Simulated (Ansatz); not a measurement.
## ScZn: from a first guess to the relaxed CsCl type

First guess:

```xyz
2
Lattice="3.2613 0.0000 0.0000 0.0000 3.2613 0.0000 0.0000 0.0000 3.2613" Properties=species:S:1:pos:R:3 pbc="T T T"
Sc    0.0000    0.0000    0.0000
Zn    1.6307    1.6307    1.6307
```

Theory: DFT, r2SCAN, PAW with Ansatz's default frozen-core files, scalar-relativistic in Ansatz 0.2.0.

Cell and atoms relax within the symmetry of the start on a 11×11×11 k mesh with 0.05 eV Fermi–Dirac smearing.

The start is built from a prototype, known or not as a phase of this compound; the cutoff is 500 eV.

Spin polarisation is left out, and whether a magnetic state lies lower isn't shown here.

(1) What is the pressure of the first guess?

(2) What does it relax to?

(3) How much energy does the relaxation release?

## Answers

(1) 5.88 GPa.

(2) a = 3.330 Å, b = 3.330 Å, c = 3.330 Å, α = 90.00°, β = 90.00°, γ = 90.00° (conventional cell), 18.47 Å³ per atom:
```
CELL_PARAMETERS angstrom
3.33012 0.00000 0.00000
0.00000 3.33012 0.00000
0.00000 0.00000 3.33012
ATOMIC_POSITIONS crystal
Sc 0.00000 0.00000 0.00000
Zn 0.50000 0.50000 0.50000
```

(3) 20 meV/atom.
